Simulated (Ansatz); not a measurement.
# Calculated electric field gradients for ZnS

The cell is a COD entry whose atoms were relaxed with PBE, the cell held.

```cif
data_ZnS
_symmetry_space_group_name_H-M 'P6_3mc'
_symmetry_Int_Tables_number 186
_cell_length_a 3.8200
_cell_length_b 3.8200
_cell_length_c 24.9600
_cell_angle_alpha 90.000
_cell_angle_beta 90.000
_cell_angle_gamma 120.000
loop_
_atom_site_label
_atom_site_type_symbol
_atom_site_symmetry_multiplicity
_atom_site_Wyckoff_symbol
_atom_site_fract_x
_atom_site_fract_y
_atom_site_fract_z
Zn1 Zn 2 a 0.0000 0.0000 0.0000
Zn3 Zn 2 b 0.3333 0.6667 0.1249
Zn5 Zn 2 b 0.3333 0.6667 0.3751
Zn7 Zn 2 b 0.3333 0.6667 0.7500
S9 S 2 a 0.0000 0.0000 0.0938
S11 S 2 b 0.3333 0.6667 0.2187
S13 S 2 b 0.3333 0.6667 0.4688
S15 S 2 b 0.3333 0.6667 0.8439
```

One atom of each set is listed.

All values are calculated (Ansatz; DFT, r2SCAN, plane waves and PAW, scalar-relativistic, 500 eV cutoff, Γ-centred 8×8×2 k-points, Fermi–Dirac smearing 0.02 eV), not measured.

V_zz is the principal component of the electric field gradient with the largest magnitude, η = (V_xx − V_yy)/V_zz and C_Q = eQV_zz/h.

⁶⁷Zn: I = 5/2, Q = 122.0 mb; 33S: I = 3/2, Q = -69.40 mb. Q values from Pyykkö, Mol. Phys. 116, 1328 (2018).

(1) Give the quadrupolar parameters of the distinct sites.

Results:

(1) 

```tsv
site	atoms	first shell	V_xx, V_yy, V_zz (10²¹ V/m²)	η	C_Q (MHz)
Zn1	2	4 S at 2.34 Å	-0.022, -0.022, 0.044	0.00	0.130
Zn3	2	4 S at 2.34 Å	-0.030, -0.030, 0.060	0.00	0.176
Zn5	2	4 S at 2.34 Å	-0.040, -0.040, 0.080	0.00	0.235
Zn7	2	4 S at 2.34 Å	0.027, 0.027, -0.053	0.00	-0.157
S9	2	4 Zn at 2.34 Å	0.010, 0.010, -0.021	0.00	0.034
S11	2	4 Zn at 2.34 Å	-0.021, -0.021, 0.043	0.00	-0.072
S13	2	4 Zn at 2.34 Å	0.007, 0.007, -0.014	0.00	0.023
S15	2	4 Zn at 2.34 Å	-0.081, -0.081, 0.16	0.00	-0.272
```

An axis of threefold or higher order runs through Zn1, Zn3, Zn5, Zn7, S9 and S11 and others, so V_zz lies along it and η is zero.

With these PAW files V_zz is typically within 2 to 3 % of all-electron values, but misses above 10 % occur on Zn.

The run took 2.3 min of wall time (2.3 min of CPU time) and 1.3 GiB at its peak, on 1 thread of Arm Neoverse V2 (aarch64; 8 cores open to the job, memory cap 2.5 GiB, no GPU), a shared host with a load of 0.6 a core.
